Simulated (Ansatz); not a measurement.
Ag (diamond, Fd-3m) under volume change, PBE in the plane-wave PAW code Ansatz, scaled uniformly.

```json
[
 {"V (Å³/atom)": "27.324", "E − E(relaxed) (meV/atom)": "28.7", "P (GPa)": "3.78"},
 {"V (Å³/atom)": "28.225", "E − E(relaxed) (meV/atom)": "11.9", "P (GPa)": "2.26"},
 {"V (Å³/atom)": "29.126", "E − E(relaxed) (meV/atom)": "2.8", "P (GPa)": "1.02"},
 {"V (Å³/atom)": "30.027", "E − E(relaxed) (meV/atom)": "0.0", "P (GPa)": "0.00"},
 {"V (Å³/atom)": "30.927", "E − E(relaxed) (meV/atom)": "2.4", "P (GPa)": "-0.82"},
 {"V (Å³/atom)": "31.828", "E − E(relaxed) (meV/atom)": "8.9", "P (GPa)": "-1.49"},
 {"V (Å³/atom)": "32.729", "E − E(relaxed) (meV/atom)": "18.9", "P (GPa)": "-2.03"}
]
```

What does a third-order Birch–Murnaghan fit give for V₀, B₀ and B′?

V₀ = 30.03 Å³/atom, B₀ = 30.4 GPa, B′ = 5.9.

The start of the workflow was typed in or built on a structure type; neither database checked (COD, Materials Project) lists it. It is not the phase usual at ambient conditions (space group No. 225). The cell was relaxed with PBE under the symmetry of its start; its stability against distortions is not shown here. No spin polarisation was allowed.

Potentials: the later of the program's two PAW sets.
